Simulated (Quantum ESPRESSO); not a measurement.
# Planted mistakes on one cell of AlMg2S3F

The results below are calculated, not measured. They come from pw.x of Quantum ESPRESSO 7.5, a plane-wave density functional program, with PseudoDojo standard norm-conserving files (v0.5 for PBE, v0.4.1 for LDA and PBEsol). The cells are made up: elements, strain and atom displacements were drawn at random, and nothing was relaxed. There is no spin polarisation, spin-orbit coupling or dispersion term.

The cell has 8 sites of a wurtzite lattice (rectangular cell). Sites 1 to 4 hold Al Mg Mg empty; sites 5 to 8 hold S F S S. Cell vectors in Å: (3.935, -0.058, 0.021); (-0.100, 6.709, -0.006); (0.034, -0.006, 6.286). Settings: PBE, cutoff 1143 eV, 5 x 4 x 4 k mesh shifted by half a step, Fermi-Dirac smearing of 0.025 eV.

The intended run has a self-consistency threshold of 1e-07 eV, a smearing term of 0.000 eV, a pressure of -1.71 GPa and 12 iterations. Each further run changes one thing: all lengths scaled by 0.9875; atoms of sites 1 and 6 exchanged; cutoff 660 eV; files of PBEsol; k mesh 2 x 2 x 2; one electron removed; smearing 0.39 eV; threshold 0.7 eV. A coarse mesh keeps the shift, and a charged cell sits in a uniform background.

```
run  change of free energy (eV)  smearing term -TS (eV)  change of P (GPa)  largest change of a force component (eV/Å)  iterations
  A                      -0.030                   0.000               1.89                                       0.315          12
  B                      -0.354                   0.000              -0.45                                       0.082          11
  C                      10.598                   0.000             -52.80                                       0.053          12
  D                       0.254                   0.000               4.68                                       0.367           5
  E                      10.040                  -0.011               5.99                                       5.179          15
  F                      -1.914                  -0.021              -7.09                                       0.695          18
  G                       6.703                   0.000              -1.26                                       0.080          12
  H                      -0.081                  -0.318               0.36                                       0.241          12
```

A rerun of the intended cell at 1437 eV and k mesh 7 x 6 x 6 moved values by no more than 0.002 eV in the cell's energy, 0.03 GPa in stress and 0.004 eV/Å in force.

Question: which change belongs to which run?

## Worked reading

Run D has the fewest iterations, as a run stopped early does. Run H has the largest smearing term, as wide smearing gives. Run C has a higher energy and the largest fall in pressure, as too small a basis gives. Run A changes the volume by a factor of 0.9630; minus its pressure change over the logarithm of that factor, 50 GPa, is a rough bulk modulus with clamped atoms. Energies from files of another functional, or of a charged cell, have another zero and say nothing on stability; the pressure of a charged cell rests on the program's zero of potential too.

## Key

```
run                            change
  A      all lengths scaled by 0.9875
  B                  k mesh 2 x 2 x 2
  C                     cutoff 660 eV
  D                  threshold 0.7 eV
  E  atoms of sites 1 and 6 exchanged
  F              one electron removed
  G                   files of PBEsol
  H                  smearing 0.39 eV
```